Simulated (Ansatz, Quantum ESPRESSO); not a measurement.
# Fitting the PBE energy curve of RuAu

Symmetry: Pm-3m, No. 221, cubic system. Conventional cell: a = 3.165 Å, b = 3.165 Å, c = 3.165 Å, α = 90.00°, β = 90.00°, γ = 90.00°. Around Ru (site symmetry m-3m) lie 8 Au at 2.74 Å. Au (site symmetry m-3m) is surrounded by 8 Ru at 2.74 Å.

The cell comes from a database or a generator and needn't be the stable form of this composition.

The cell was scaled at fixed shape and fractions and run with Ansatz, all-electron LAPW, scalar-relativistic; PBE, k mesh 8 × 8 × 8 on the cell of 2 atoms, fermi-dirac occupations of 0.05 eV, no spin polarisation, no spin-orbit coupling. Energies are those that the program minimises, any entropy of the smearing included. For a metal such a mesh isn't converged to the digits shown.

```tsv
V (Å³/atom)	energy over the lowest row (meV/atom)
14.8984	44.53
15.2154	?
15.5324	5.03
15.8494	0.00
16.1664	3.26
16.4834	13.82
16.8004	30.80
```

Task: Fit the third-order Birch-Murnaghan form, give V0, B0 and B′, and predict the energy left open.

Result: With y = (V0/V)^(2/3), E = E0 + (9 V0 B0/16) [(y - 1)³ B′ + (y - 1)² (6 - 4y)]. Least squares through the rows shown give V0 = 15.8767 Å³/atom, E0 = -0.03 meV, B0 = 207.1 GPa (1 eV/Å³ = 160.218 GPa) and B′ = 5.33, with a largest miss of 0.01 meV. At V = 15.2154 the form with these constants gives 19.44 meV; the run gave 19.46 meV an atom. Other set-ups at this level, from all their volumes (Å³/atom, GPa): Ansatz, Ansatz PAW (earlier soft set): V0 15.879, B0 207.4; Quantum ESPRESSO, SSSP 1.3 efficiency PBE: V0 15.838, B0 208.7.
